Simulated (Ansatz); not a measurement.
Consider the following.

AlN (zinc blende, space group No. 216), a = b = c = 4.3423 Å, α = β = γ = 90.00°; the cell used has 2 atoms.

This is the LDA-relaxed structure.

Problem. All from DFT-LDA in the program Ansatz with PAW potentials, unless another level is named. Estimate the hole effective mass, band 2 of 3 at the edge.

Solution. 1.4 along [100], 1.4 along [110], 4.4 along [111] (mₑ).

Problem. What about the band gap?

Solution. 3.25 eV (indirect).

Problem. Give the valence-band maximum.

Solution. at Γ.

Space group F-43m (zinc blende). Symmetry was held in the LDA relaxation; phonons on a q-mesh show no instability.

Potentials: the later of the program's two PAW sets.
